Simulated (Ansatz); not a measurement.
VClO:
```
VClO
1.0
    3.32388     0.00000     0.00000
    0.00000     3.74193     0.00000
    0.00000     0.00000     7.98025
V Cl O
2 2 2
Direct
  0.50000   0.00000   0.11534
  0.00000   0.50000   0.88466
  0.50000   0.50000   0.67280
  0.00000   0.00000   0.32720
  0.00000   0.00000   0.95705
  0.50000   0.50000   0.04295
```
The run is spin-polarised; directions of the spins, atom by atom: ↑ ↑ 0 0 0 0.

Relaxed with r²SCAN+D4.

Q: Tabulate the valence density and the electron localisation function along the shortest V–Cl contact (2.37 Å), r²SCAN+D4 (plane waves, PAW; program Ansatz).

A: 

| distance from V (Å) | density (e/Å³) | ELF |
|---|---|---|
| 0.24 | 13.38 | 0.72 |
| 0.36 | 9.93 | 0.73 |
| 0.47 | 6.36 | 0.69 |
| 0.59 | 3.48 | 0.57 |
| 0.71 | 1.65 | 0.36 |
| 0.83 | 0.77 | 0.16 |
| 0.95 | 0.47 | 0.09 |
| 1.07 | 0.41 | 0.16 |
| 1.19 | 0.47 | 0.45 |
| 1.30 | 0.61 | 0.74 |
| 1.42 | 0.82 | 0.84 |
| 1.54 | 1.13 | 0.87 |
| 1.66 | 1.50 | 0.86 |
| 1.78 | 1.81 | 0.83 |
| 1.90 | 1.81 | 0.74 |
| 2.02 | 1.38 | 0.58 |
| 2.13 | 0.65 | 0.36 |

The density is the valence pseudo-density with augmentation charge, so density and ELF within about 1 Å of a nucleus are not all-electron values.

Space group Pmmn. The workflow started from a Materials Project entry (that database holds measured and hypothetical structures alike); the Crystallography Open Database files this formula in space group No. 59, but the cells were not matched. Whether it is the stable phase at ambient conditions was not checked. Symmetry was held in the r²SCAN+D4 relaxation; its stability against distortions is not shown here. The final state is ferromagnetic, the only order run, not a proven ground state. Other orbital occupations within this spin state were not tried. No Hubbard U is applied.

Potentials: the later of the program's two PAW sets.
